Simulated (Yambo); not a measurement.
```
Ba3ZnN2O
1.0
    4.14977     0.00000     0.00000
    0.00000     4.14977     0.00000
    0.00000     0.00000     9.29283
N O Zn Ba
2 1 1 3
Direct
  0.50000   0.50000   0.80054
  0.50000   0.50000   0.19946
  0.00000   0.00000   0.50000
  0.50000   0.50000   0.00000
  0.00000   0.00000   0.21788
  0.00000   0.00000   0.78212
  0.50000   0.50000   0.50000
```

Workflow: norm-conserving LDA (Quantum ESPRESSO, 84 Ry, without SOC), then G0W0 in Yambo (4×4×1 Γ-centred k mesh, bands 5 to 235 and a 7 Ry block in the screening, 235 bands in G with the Bruneval-Gonze terminator, plasmon pole fitted at 27.2 eV).

Q: Give the LDA and G0W0 gaps between the band edges found on this mesh, and say where the edges lie.

A: Edges: Γ → Γ. LDA: 0.81 eV; G0W0: 1.53 eV. The mesh misses an edge: along a dense path the LDA gap is 0.46 eV. Nearest settings tried, and what they do to the gap: 184 bands in W, 184 bands in G: +3 meV; 6 Ry block (267 vectors against 363): -45 meV; 2×2×1 mesh: -218 meV. So the settings aren't converged at that level. Oxides, nitrides and fluorides with a shallow 3d shell are known to need far more bands and larger blocks. 

Geometry of the Materials Project entry, not relaxed at this level.

The structure is a Materials Project entry; no match was found in the copy of COD used, and its stability was not checked.
